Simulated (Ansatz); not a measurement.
Zr2AlC:
```cif
data_C2Al2Zr4
_chemical_formula_sum 'Zr4 Al2 C2'
_space_group_name_H-M_alt 'P63/mmc'
_space_group_IT_number 194
_space_group_name_Hall '-P 6c 2c'
_cell_length_a 3.28917
_cell_length_b 3.28917
_cell_length_c 14.52089
_cell_angle_alpha 90.000
_cell_angle_beta 90.000
_cell_angle_gamma 120.000
loop_
_atom_site_label
_atom_site_type_symbol
_atom_site_symmetry_multiplicity
_atom_site_Wyckoff_symbol
_atom_site_fract_x
_atom_site_fract_y
_atom_site_fract_z
_atom_site_occupancy
Zr1 Zr 4 f 0.33333 0.66667 0.08635 1
Al1 Al 2 d 0.66667 0.33333 0.25000 1
C1 C 2 a 0.00000 0.00000 0.00000 1
```

Relaxed at zero pressure with plane-wave PAW PBEsol (Ansatz code).

Question: The volume is lowered by 9 % and shape and atoms relax at that volume. What pressure results, and how do the axes share the change?

Answer: 15.1 GPa; a -3.0 %, b -3.0 %, c -3.4 %; the energy rises by 67 meV/atom.

Question: Give the new structure.

Answer: 
Space group P6₃/mmc (No. 194); a = b = 3.1917 Å, c = 14.0335 Å, α = β = 90.00°, γ = 120.00°

```tsv
atom	site	symmetry	x	y	z
Zr	4f	3m.	0.3333	0.6667	0.0893
Al	2d	-6m2	0.6667	0.3333	0.2500
C	2a	-3m.	0.0000	0.0000	0.0000
```

The phase is kept; no other phase was compared at this pressure.

Space group P6_3/mmc. The workflow started from a Materials Project entry (that database holds measured and hypothetical structures alike); the Crystallography Open Database copy checked does not list it. Its standing as an ambient phase is unchecked. The cell was relaxed with PBEsol under the symmetry of its start; whether a distortion lowers the energy is not shown. The run is not spin-polarised.

Potentials: the later of the program's two PAW sets.
